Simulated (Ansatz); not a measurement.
Input:

Starting cell, CdTe (zinc blende):

```xyz
2
Lattice="0.0000 3.3090 3.3090 3.3090 0.0000 3.3090 3.3090 3.3090 0.0000" Properties=species:S:1:pos:R:3 pbc="T T T"
Te     4.9635     4.9635     4.9635
Cd     0.0000     0.0000     0.0000
```

Scan: atom 1 (Te, nearest neighbour Cd at 2.866 Å; its periodic images, 4.7 Å or more away, move with it) is displaced along Cartesian [111], direction (0.577, 0.577, 0.577) in Cartesian axes, by s. The other atoms stay.

The numbers are results of PBE (plane waves to 420 eV, PAW, scalar-relativistic; Ansatz, a program for electronic structure), not measurements. k mesh 7×7×7 (Γ-centred), Fermi-Dirac smearing 0.05 eV. Energies are smeared free energies. Left out: 1 of 11 points, with atoms too close for the PAW data. CdTe was relaxed with its symmetry unable to fall. Spin-orbit coupling is left out, though Te is heavy. The zero of ΔE is the undisplaced structure.

The scan covers s from -0.860 to 0.688 Å in 10 points.

### Question
Is the energy the same for displacements of ±0.688 Å, and if not, which side lies higher?

### Answer
Not even: the positive side lies higher at ±0.688 Å. With its periodic images moving along, the atom's site symmetry in this cell is -43m.

### Question
What is the energy change at s = 0.688 Å?

### Answer
2327 meV/cell.

### Question
What force acts on the atom along the line at s = -0.860 Å?

### Answer
0.350 eV/Å.

### Question
What is the force constant k = d²E/ds² of this move at s = 0?

### Answer
3.71 eV/Å².

### Question
With two atoms in the cell this is the zone-centre optical mode. What wavenumber follows (transverse: no LO-TO term)?

### Answer
130 cm⁻¹.

(A displaced cell: forces are minus the slopes of the energy, force constants its curvatures, and phonons follow from these.)
